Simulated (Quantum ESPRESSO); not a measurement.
Band energies of ZnSe at -2 % isotropic strain

```xyz
2
Lattice="0.0000 2.7601 2.7601 2.7601 0.0000 2.7601 2.7601 2.7601 0.0000" Properties=species:S:1:pos:R:3 pbc="T T T"
Zn     0.0000     0.0000     0.0000
Se     1.3800     1.3800     1.3800
```

PBE (stringent potentials; Quantum ESPRESSO, PseudoDojo norm-conserving, 104 Ry, no spin-orbit coupling); path ΓXWKΓLUWLK,UX; energies in eV from the valence-band maximum.

| k (1/Å) | point | band 18 | band 19 | band 20 | band 21 | band 22 | band 23 | band 24 | band 25 |
|---|---|---|---|---|---|---|---|---|---|
| 0.00 | Γ | -6.40 | -6.40 | 0.00 | 0.00 | 0.00 | 1.62 | 5.78 | 5.78 |
| 0.34 |  | -6.42 | -6.39 | -1.68 | -0.67 | -0.67 | 3.42 | 4.76 | 6.82 |
| 0.80 |  | -6.39 | -6.36 | -4.15 | -2.07 | -2.07 | 3.19 | 3.91 | 9.58 |
| 1.14 | X | -6.34 | -6.20 | -5.10 | -2.48 | -2.48 | 2.80 | 3.44 | 11.34 |
| 1.25 |  | -6.35 | -6.18 | -5.10 | -2.55 | -2.54 | 2.97 | 3.61 | 10.93 |
| 1.71 | W | -6.44 | -6.04 | -5.08 | -3.10 | -3.05 | 5.48 | 5.92 | 7.14 |
| 2.11 | K | -6.38 | -6.08 | -5.11 | -3.48 | -2.04 | 3.51 | 5.78 | 9.32 |
| 2.51 |  | -6.42 | -6.35 | -4.43 | -2.86 | -1.04 | 4.33 | 6.50 | 7.01 |
| 2.91 |  | -6.42 | -6.39 | -2.34 | -1.02 | -0.23 | 3.40 | 5.61 | 6.23 |
| 3.32 | Γ | -6.40 | -6.40 | 0.00 | 0.00 | 0.00 | 1.62 | 5.78 | 5.78 |
| 3.71 |  | -6.41 | -6.41 | -2.51 | -0.39 | -0.39 | 2.93 | 6.24 | 6.34 |
| 4.01 |  | -6.39 | -6.39 | -4.56 | -0.82 | -0.82 | 2.82 | 6.48 | 6.48 |
| 4.30 | L | -6.38 | -6.22 | -5.76 | -0.99 | -0.99 | 2.68 | 6.37 | 6.37 |
| 4.40 |  | -6.38 | -6.21 | -5.73 | -1.18 | -1.03 | 2.88 | 6.22 | 6.47 |
| 4.80 |  | -6.39 | -6.13 | -5.21 | -3.19 | -1.72 | 3.84 | 6.34 | 8.33 |
| 5.00 | U | -6.38 | -6.08 | -5.11 | -3.48 | -2.04 | 3.51 | 5.78 | 9.32 |
| 5.20 |  | -6.40 | -6.06 | -5.09 | -3.38 | -2.47 | 4.33 | 5.82 | 8.08 |
| 5.40 | W | -6.44 | -6.04 | -5.08 | -3.10 | -3.05 | 5.48 | 5.92 | 7.14 |
| 5.60 |  | -6.43 | -6.09 | -5.10 | -3.29 | -2.39 | 5.16 | 5.73 | 7.15 |
| 5.91 |  | -6.39 | -6.18 | -5.51 | -2.18 | -1.38 | 3.93 | 5.64 | 7.25 |
| 6.21 | L | -6.38 | -6.22 | -5.76 | -0.99 | -0.99 | 2.68 | 6.37 | 6.37 |
| 6.29 |  | -6.38 | -6.21 | -5.73 | -1.13 | -1.02 | 2.84 | 6.25 | 6.44 |
| 6.64 |  | -6.39 | -6.15 | -5.30 | -2.93 | -1.59 | 3.92 | 6.17 | 8.01 |
| 6.90 | K | -6.38 | -6.08 | -5.11 | -3.48 | -2.04 | 3.51 | 5.78 | 9.32 |
| 6.90 | U | -6.38 | -6.08 | -5.11 | -3.48 | -2.04 | 3.51 | 5.78 | 9.32 |
| 7.31 | X | -6.34 | -6.20 | -5.10 | -2.48 | -2.48 | 2.80 | 3.44 | 11.34 |

The PBE gap is direct, 1.62 eV at Γ.

Spin-orbit splittings are left out.

Geometry strained from the cell relaxed with PBEsol, atoms relaxed again.
